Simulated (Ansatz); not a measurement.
Given:

Starting cell, Sb (space group R-3m):

```yaml
crystal:
  lattice:
    - [4.29346, 2.47883, 7.30554]
    - [-2.14673, 1.23942, 3.65277]
    - [0.00000, -2.47883, 3.65277]
  atoms:
    - { symbol: Sb, position: [0.13195, 0.26390, 0.26390] }
    - { symbol: Sb, position: [0.63195, 0.26390, 0.26390] }
    - { symbol: Sb, position: [0.36805, 0.73610, 0.73610] }
    - { symbol: Sb, position: [0.86805, 0.73610, 0.73610] }
```

A phonon eigenvector at L = (0.5, 0.0, 0.0) is frozen into this cell: atom i moves by Q times the vector below, so Q is the largest atomic displacement, in Å. The cell is held. (q is in reciprocal vectors of the primitive cell; the cell shown is doubled to hold the pattern.)

```tsv
atom	x	y	z
Sb1	0.500	-0.866	0.000
Sb2	-0.500	0.866	0.000
Sb3	-0.500	0.866	0.000
Sb4	0.500	-0.866	0.000
```

The numbers are results of LDA (plane waves to 420 eV, PAW, scalar-relativistic; Ansatz, a program for electronic structure), not measurements. k mesh 7×13×13 (Γ-centred), Fermi-Dirac smearing 0.05 eV. Energies are smeared free energies. With partly filled bands, energies and forces of such displacements shift with the k mesh and the smearing. Sb was relaxed with its symmetry unable to fall. Spin-orbit coupling is left out, though Sb is heavy. The zero of ΔE is the undisplaced structure.

The scan covers Q from -0.180 to 0.180 Å in 13 points.

### Question
Which space group does the distorted structure have?

### Answer
C2/c (No. 15), lowered from R-3m.

### Question
What is the energy change at Q = 0.180 Å?

### Answer
564 meV/cell.

### Question
What harmonic wavenumber does the curvature at Q = 0 give?

### Answer
140 cm⁻¹.

(A displaced cell: forces are minus the slopes of the energy, force constants its curvatures, and phonons follow from these.)
